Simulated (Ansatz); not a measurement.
GaN in space group P6_3/mmc (No. 194; Ga on 2d, N on 2b) at seven volumes, r²SCAN+D4 in the plane-wave PAW code Ansatz, shape and atoms relaxed at each. One row is withheld.

| V (Å³/atom) | P (GPa) |
|---|---|
| 14.939 | 2.89 |
| 15.432 | 1.62 |
| 15.924 | 0.70 |
| 16.417 | 0.00 |
| 16.909 | -0.49 |
| 17.402 | -0.85 |
| 17.894 | ? |

Q: Fit the shown pressures and predict the withheld one.

A: P = (3/2)B₀(x^(7/2) − x^(5/2))[1 + (3/4)(B′ − 4)(x − 1)] with x = (V₀/V)^(2/3). Least squares on the six rows gives V₀ = 16.417 Å³/atom, B₀ = 19.6 GPa, B′ = 9.96. At V = 17.894, x = 0.9442 and P = -1.07 GPa. The run itself gave -1.09 GPa.

The first step of the workflow began from a Materials Project structure, measured or hypothetical; the Crystallography Open Database copy checked does not list it. It is not the phase usual at ambient conditions (space group No. 186, 216). The cell was relaxed with r²SCAN+D4 under the symmetry of its start; phonons on a q-mesh show weakly imaginary modes.

Potentials: the earlier of the program's two PAW sets.
